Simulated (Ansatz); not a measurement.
Ge in space group P4_32_12 (No. 96; Ge on 4a, Ge on 8b), PBEsol in the plane-wave PAW code Ansatz. The conduction-band minimum lies on the M–Γ line, 31 % of the way from M, with 4 equivalent valleys. Second derivatives d²E/dk² of the lowest band at one valley (eV·Å²), along Cartesian directions:

```
direction  d²E/dk²
---------  -------
[100]        122.8
[010]        122.8
[001]        76.00
[110]        147.5
[101]        99.45
[011]        99.45
```

**Question.** Find the principal effective masses, the density-of-states mass and the conductivity mass.

**Answer.** Off-diagonal terms follow from H_xy = H[110] − (H_xx + H_yy)/2, and m*/mₑ = 7.620 eV·Å² over each eigenvalue: 0.052, 0.078, 0.10. One valley's DOS mass (m₁m₂m₃)^(1/3) = 0.074, conductivity mass 3/(Σ 1/mᵢ) = 0.071 mₑ.

**Question.** What effective density of states Nc follows at 300 K for parabolic valleys?

**Answer.** Nc = 2.509e19 × 4 × (0.074)^(3/2) ≈ 2.0e18 cm⁻³.

The workflow started from a Materials Project entry (that database holds measured and hypothetical structures alike); the Crystallography Open Database files this formula in space group No. 96, but the cells were not matched. It is not the phase usual at ambient conditions (space group No. 227). Symmetry was held in the PBEsol relaxation; phonons on a q-mesh show no instability. Spin–orbit coupling is left out wherever it is not named.

Potentials: the later of the program's two PAW sets.

Edges and masses are those of Kohn–Sham bands, whose gap is no quasiparticle gap.
